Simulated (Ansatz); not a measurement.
BaGe$_{3}$Pt in space group I4mm (No. 107; Ba on 2a, Pt on 2a, Ge on 2a, Ge on 4b) at seven volumes, plane-wave PAW PBEsol (Ansatz code), shape and atoms relaxed at each. One row is withheld.

```csv
V (Å³/atom),P (GPa)
19.200,10.27
19.833,6.23
20.466,2.85
21.099,0.00
21.732,?
22.365,-4.41
22.998,-6.07
```

### Question
Fit the shown pressures and predict the withheld one.

### Answer
P = (3/2)B₀(x^(7/2) − x^(5/2))[1 + (3/4)(B′ − 4)(x − 1)] with x = (V₀/V)^(2/3). Least squares on the six rows gives V₀ = 21.099 Å³/atom, B₀ = 86.8 GPa, B′ = 4.81. At V = 21.732, x = 0.9805 and P = -2.39 GPa. The run itself gave -2.40 GPa.

The workflow started from an entry of the Crystallography Open Database (COD, 293 K). Whether it is the stable phase at ambient conditions was not checked. Symmetry was held in the PBEsol relaxation; its stability against distortions is not shown here. No spin polarisation was allowed. Scalar-relativistic: spin–orbit coupling is off unless named, which matters more the heavier the elements.

Potentials: the later of the program's two PAW sets.
